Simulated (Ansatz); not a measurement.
Relaxed Nb$_{3}$Sn (A15, Cr3Si type):

```yaml
crystal:
  lattice:
    - [10.63863, 0.00000, 0.00000]
    - [5.31932, 5.31932, 0.00000]
    - [0.00000, 0.00000, 5.31932]
  atoms:
    - { symbol: Nb, position: [0.12500, 0.00000, 0.50000] }
    - { symbol: Nb, position: [0.62500, 0.00000, 0.50000] }
    - { symbol: Nb, position: [0.37500, 0.00000, 0.50000] }
    - { symbol: Nb, position: [0.87500, 0.00000, 0.50000] }
    - { symbol: Nb, position: [0.75000, 0.50000, 0.25000] }
    - { symbol: Nb, position: [0.25000, 0.50000, 0.25000] }
    - { symbol: Nb, position: [0.75000, 0.50000, 0.75000] }
    - { symbol: Nb, position: [0.25000, 0.50000, 0.75000] }
    - { symbol: Nb, position: [0.12500, 0.25000, 0.00000] }
    - { symbol: Nb, position: [0.62500, 0.25000, 0.00000] }
    - { symbol: Nb, position: [0.87500, 0.75000, 0.00000] }
    - { symbol: Nb, position: [0.37500, 0.75000, 0.00000] }
    - { symbol: Sn, position: [0.00000, 0.00000, 0.00000] }
    - { symbol: Sn, position: [0.50000, 0.00000, 0.00000] }
    - { symbol: Sn, position: [0.00000, 0.50000, 0.50000] }
    - { symbol: Sn, position: [0.50000, 0.50000, 0.50000] }
```

The atoms are displaced by Q × the pattern below (from a DFPT mode at M = (0.5, 0.5, 0.0), largest move 1; Q in Å), at fixed cell. (q is in reciprocal vectors of the primitive cell; the cell shown is doubled to hold the pattern.)

| atom | x | y | z |
|---|---|---|---|
| Nb1 | 0.000 | 0.000 | 1.000 |
| Nb2 | 0.000 | 0.000 | -1.000 |
| Nb3 | 0.000 | 0.000 | 1.000 |
| Nb4 | 0.000 | 0.000 | -1.000 |
| Nb9 | 0.000 | 0.000 | 1.000 |
| Nb10 | 0.000 | 0.000 | -1.000 |
| Nb11 | 0.000 | 0.000 | -1.000 |
| Nb12 | 0.000 | 0.000 | 1.000 |

Atoms not listed stay in place.

Level of theory: PBE (plane waves to 420 eV, PAW, scalar-relativistic; Ansatz, a program for electronic structure). k mesh 9×9×9 (Γ-centred), Fermi-Dirac smearing 0.05 eV. The energy includes the smearing's −TS. With partly filled bands, energies and forces of such displacements shift with the k mesh and the smearing. Nb3Sn is run without spin polarisation. Nb3Sn was relaxed with its symmetry unable to fall. The zero of ΔE is the undisplaced structure. The last digit holds for this mesh only.

```json
[
 {"Q (Å)": "-0.2800", "ΔE (meV/cell)": "2000.9"},
 {"Q (Å)": "-0.2333", "ΔE (meV/cell)": "1368.3"},
 {"Q (Å)": "-0.1867", "ΔE (meV/cell)": "withheld"},
 {"Q (Å)": "-0.1400", "ΔE (meV/cell)": "483.0"},
 {"Q (Å)": "-0.0933", "ΔE (meV/cell)": "213.8"},
 {"Q (Å)": "-0.0467", "ΔE (meV/cell)": "53.4"},
 {"Q (Å)": "0.0000", "ΔE (meV/cell)": "0.0"},
 {"Q (Å)": "0.0467", "ΔE (meV/cell)": "53.4"},
 {"Q (Å)": "0.0933", "ΔE (meV/cell)": "213.8"},
 {"Q (Å)": "0.1400", "ΔE (meV/cell)": "483.0"},
 {"Q (Å)": "0.1867", "ΔE (meV/cell)": "withheld"},
 {"Q (Å)": "0.2333", "ΔE (meV/cell)": "1368.3"},
 {"Q (Å)": "0.2800", "ΔE (meV/cell)": "2000.9"}
]
```

**Question.** Fit an even polynomial form (powers 2, 4, 6) to the given rows and predict ΔE at Q = 0.1867.

**Answer.** Least squares on the 11 given rows: ΔE = (24420)·Q² + (11160)·Q⁴ + (36460)·Q⁶, in meV/cell with Q in Å; root-mean-square residual 0.22 meV/cell. At 0.1867 the fit gives 866.3 meV/cell; the calculation gives 865.5 meV/cell, so the interpolation is off by 0.8 (+0.1 %). The quadratic term alone would give 851.2 meV/cell.

(A displaced cell: forces are minus the slopes of the energy, force constants its curvatures, and phonons follow from these.)
